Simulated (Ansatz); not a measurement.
Below is a relaxed structure of Ga₂GeTeSe. The cell was found from a structure generator's guess, not taken from experiment.

Computed with DFT PBE, scalar-relativistic, plane waves, PAW (Ansatz 0.2.0). Cutoff 420 eV, Γ-centred mesh, Gaussian smearing, no spin polarisation.

```xyz
5
Lattice="3.7966 0.0000 0.0000 0.0000 3.7966 0.0000 0.0000 0.0000 8.5445" Properties=species:S:1:pos:R:3 pbc="T T T"
Ga    1.8983    1.8983    5.9221
Ga    1.8983    1.8983    0.1966
Ge    1.8983    1.8983    3.3115
Te    0.0000    0.0000    2.3067
Se    0.0000    0.0000    6.6438
```

Formation energies are uncorrected and refer to the elements' standard structures at the same level.

Q: Find its symmetry and describe it.

A: P4mm (No. 99). Conventional cell: a = 3.797 Å, c = 8.544 Å. Ga on its first site is surrounded by 1 Ge at 2.61 Å, 4 Se at 2.78 Å and 1 Ga at 2.82 Å; Ge has 1 Ga at 2.61 Å, 4 Te at 2.87 Å and 1 Ga at 3.11 Å; Te is surrounded by 4 Ge at 2.87 Å and 4 Ga at 3.41 Å; Se is surrounded by 4 Ga at 2.78 Å and 4 Ga at 3.41 Å; 1 more site not described.

Q: How far does it lie from the elements in energy?

A: −0.03 eV/atom. The formation energy is too near zero to say whether this cell lies below the elements.

Q: Is it a metal?

A: Yes, bands cross the Fermi level on the 10×10×6 mesh.

The last run used a 10×10×6 mesh (in the run's order of axes) for its 5-atom cell and Gaussian smearing of 0.10 eV. For metals, differences of a few meV/atom aren't resolved. These runs have no spin–orbit coupling, which can matter for Te. The reference forms of Se and Te are held partly by dispersion forces, which this level lacks. Symmetry constrained the relaxation, so the result can be a saddle point.
